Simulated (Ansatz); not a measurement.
Ca (simple cubic, Pm-3m) at seven volumes, r²SCAN (plane waves, PAW; program Ansatz), scaled uniformly. One row is withheld.

```tsv
V (Å³/atom)	P (GPa)
38.784	1.15
40.062	0.71
41.341	0.33
42.620	0.00
43.898	-0.31
45.177	?
46.455	-0.84
```

Question: Fit the shown pressures and predict the withheld one.

Answer: Third-order Birch–Murnaghan: P = (3/2)B₀(x^(7/2) − x^(5/2))[1 + (3/4)(B′ − 4)(x − 1)] with x = (V₀/V)^(2/3). Least squares on the six rows gives V₀ = 42.591 Å³/atom, B₀ = 10.84 GPa, B′ = 2.66. At V = 45.177, x = 0.9615 and P = -0.59 GPa. The run itself gave -0.59 GPa.

This is a known high-pressure phase of the composition, computed here at zero pressure and temperature. The cell was relaxed with r²SCAN under the symmetry of its start. At this level the phase is dynamically unstable (imaginary phonons).

Potentials: the later of the program's two PAW sets.
